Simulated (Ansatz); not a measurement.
Relaxed-ion elastic tensor of CaF2 in space group P6_3/mmc (No. 194; Ca on 2c, F on 4f) in GPa (Voigt order), r²SCAN (plane waves, PAW; program Ansatz); density 3.13 g/cm³, 13.82 Å³ per atom.

```
94.3  64.5  66.3   0.0   0.0   0.0
64.5  94.3  66.3   0.0   0.0   0.0
66.3  66.3   135   0.0   0.0   0.0
 0.0   0.0   0.0   2.0   0.0   0.0
 0.0   0.0   0.0   0.0   2.0   0.0
 0.0   0.0   0.0   0.0   0.0  14.9
```

### Question
Is the crystal mechanically stable?

### Answer
Yes: the smallest eigenvalue of C is 2.0 GPa.

### Question
Work out the Voigt, Reuss and Hill averages.

### Answer
K_V = 79.7, K_R = 77.3, K_H = 78.5; G_V = 12.2, G_R = 4.3, G_H = 8.3 GPa.

### Question
Give Young's modulus, Poisson's ratio, Pugh's ratio and the universal anisotropy index.

### Answer
E = 9KG/(3K + G) = 23.9 GPa; ν = 0.45; K/G = 9.51 (ductile by the Pugh limit of 1.75); A_U = 5G_V/G_R + K_V/K_R − 6 = 9.19.

### Question
Estimate the sound speeds and the Debye temperature.

### Answer
v_l = √((K + 4G/3)/ρ) = 5350 m/s, v_t = √(G/ρ) = 1620 m/s, mean 1850 m/s; Θ = (h/k)(3n/4πV)^(1/3) v_m = 230 K.

### Question
Solve the Christoffel equation for the three sound speeds along x, y, z.

### Answer
Eigenvalues of C_ijkl n_j n_l equal ρv². In km/s, slowest first: x 0.80, 2.18, 5.49; y 0.80, 2.18, 5.49; z 0.80, 0.80, 6.57.

### Question
How much does each axis shrink under pressure?

### Answer
Linear compressibilities β_i = Σ_j S_ij (j = 1 to 3): x 5.4, y 5.4, z 2.1 per TPa.

The start of the workflow was typed in or built on a structure type; neither database checked (COD, Materials Project) lists it. It is not the phase usual at ambient conditions (space group No. 225). The r²SCAN relaxation kept the symmetry of its start; its stability against distortions is not shown here.

Potentials: the earlier of the program's two PAW sets.
